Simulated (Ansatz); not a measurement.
ZrO2 (tetragonal-ZrO2 type, space group P4_2/nmc)

Space group P4₂/nmc, origin choice 1 (No. 137); a = 3.584 Å, b = 3.584 Å, c = 5.179 Å, α = 90.00°, β = 90.00°, γ = 90.00°

```
atom  site  symmetry       x       y       z
----  ----  --------  ------  ------  ------
Zr      2a      -4m2  0.0000  0.0000  0.0000
O       4d      2mm.  0.0000  0.5000  0.2012
```

Equation-of-state scan: isotropic scaling of the cell above, V₀ being its volume. The atoms relax within the cell's symmetry.

The numbers are results of PBEsol (plane waves to 420 eV, PAW, scalar-relativistic; Ansatz, a quantum-chemistry and plane-wave program), not measurements. k mesh 9×9×7 (Γ-centred), Fermi-Dirac smearing 0.05 eV. E stands for the smeared free energy. With the shape held, the modulus is that of even scaling; a crystal free to change shape is softer. The PAW data are Ansatz's earlier set. This is a high-temperature form of ZrO2. ZrO2 is run without spin polarisation. ZrO2 was relaxed with its symmetry unable to fall. ΔE is measured from the relaxed starting cell.

```tsv
V (Å³/atom)	ΔE (meV/atom)
9.981	82.9
10.258	44.2
10.535	18.7
10.812	4.4
11.090	0.0
11.367	4.0
11.644	15.4
11.921	33.0
12.199	56.0
```

What is the fitted pressure derivative B₀′?

4.9.

What bulk modulus at fixed cell shape B₀ follows from a third-order Birch-Murnaghan fit?

195 GPa. Check by three points about V = 11.090 Å³/atom, step 0.277: d²E/dV² ≈ (4.4 − 2·0.0 + 4.0) meV / 0.277² = 0.109 eV/Å⁶, and V·d²E/dV² × 160.2 = 194 GPa.

(A scan under strain: stresses follow from slopes of the energy per volume, elastic moduli from its curvatures.)
